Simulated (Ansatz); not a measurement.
In the program Ansatz at the PBEsol level (PAW), MoPt in the L1₀ or tetragonal B2 structure (P4/mmm) relaxes to a = 2.700 Å, c = 4.090 Å. Pt has 12 nearest neighbours from 2.70 Å (cuboctahedral); Mo has 12 nearest neighbours from 2.70 Å (cuboctahedral). Against the elements it lies at -290 meV/atom, with no fitted shifts.

Electronic character: metallic (no gap). Gap from PBEsol with spin–orbit coupling: none (metallic).

An equation-of-state fit gives a bulk modulus of 300 GPa. The relaxed-ion elastic constants in GPa are C11 = 590, C12 = 103, C13 = 208, C33 = 491, C44 = 206, C66 = 75.9. The elastic constants imply a Debye temperature near 424 K. The highest mode at Γ lies at 190 cm^-1.

The start of the workflow was typed in or built on a structure type; neither database checked (COD, Materials Project) lists it. Its standing as an ambient phase is unchecked. The PBEsol relaxation kept the symmetry of its start; its stability against distortions is not shown here. No spin polarisation was allowed. As this level gives no gap, shear constants depend on the k-mesh and smearing (Fermi–Dirac, 0.1 eV here). As this level gives no gap, phonon frequencies hold no LO–TO term and depend on the k-mesh and smearing (Fermi–Dirac, 0.1 eV here). Axis ratios of metals converge slowly with the k-mesh, so a and c are less sure than the volume. The references are the lowest solids computed at this level, not always the standard phases. Scalar-relativistic: spin–orbit coupling is off unless named, which matters more the heavier the elements.

Potentials: the later of the program's two PAW sets.
